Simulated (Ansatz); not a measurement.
# NaYZnS3O12: 33S NMR of the central transition

Cell: a Materials Project structure (computed, not necessarily an observed phase).

Space group R3c:H (No. 161); a = 8.9542, c = 23.6462 Å, γ = 120.00°.

```
site  Wyckoff  site symmetry       x       y       z
  Na       6a             3.  0.0000  0.0000  0.5056
   Y       6a             3.  0.0000  0.0000  0.3521
  Zn       6a             3.  0.0000  0.0000  0.6513
   S      18b              1  0.6231  0.6562  0.4156
 O13      18b              1  0.1866  0.9709  0.6978
 O19      18b              1  0.8049  0.0165  0.3004
 O25      18b              1  0.1930  0.1674  0.5884
 O31      18b              1  0.7985  0.8133  0.4115
```

One atom of each set is listed; the run and its k-mesh use a cell of 36 atoms with edges of 9.43, 9.43, 9.43 Å.

Level of theory: DFT, PBE, plane waves and PAW, scalar-relativistic, 420 eV cutoff, Γ-centred 3×3×3 k-points, Fermi–Dirac smearing 0.02 eV (Ansatz 0.2.0).

33S has I = 3/2 and Q = -69.40 mb (Pyykkö 2018); at 9.4 T its Larmor frequency is ν₀ = 30.8 MHz. Only the quadrupole interaction is simulated: positions count from each site's isotropic chemical shift, and J coupling is left out, as are shift anisotropy and dipolar coupling, which fast spinning averages.

Q: Give C_Q, η, the quadrupolar product P_Q = |C_Q|(1 + η²/3)^½, the second-order isotropic shift and the breadth of the pattern (fast magic-angle spinning) for each S site.

A: 

| site | first shell | C_Q (MHz) | η | P_Q (MHz) | δ_QIS (ppm) | breadth (kHz) |
| --- | --- | --- | --- | --- | --- | --- |
| S | 4 O at 1.48–1.50 Å | 1.92 | 0.16 | 1.92 | -97.8 | 6.73 |

δ_QIS = −(ν_Q²/30ν₀²)[I(I+1) − 3/4](1 + η²/3) × 10⁶ ppm with ν_Q = 3|C_Q|/[2I(2I−1)]; it falls as 1/B₀² in ppm, and the breadth as 1/B₀ in kHz.

The largest force is 0.5 eV/Å, so the atoms aren't at the calculated equilibrium and relaxing them would move these values.
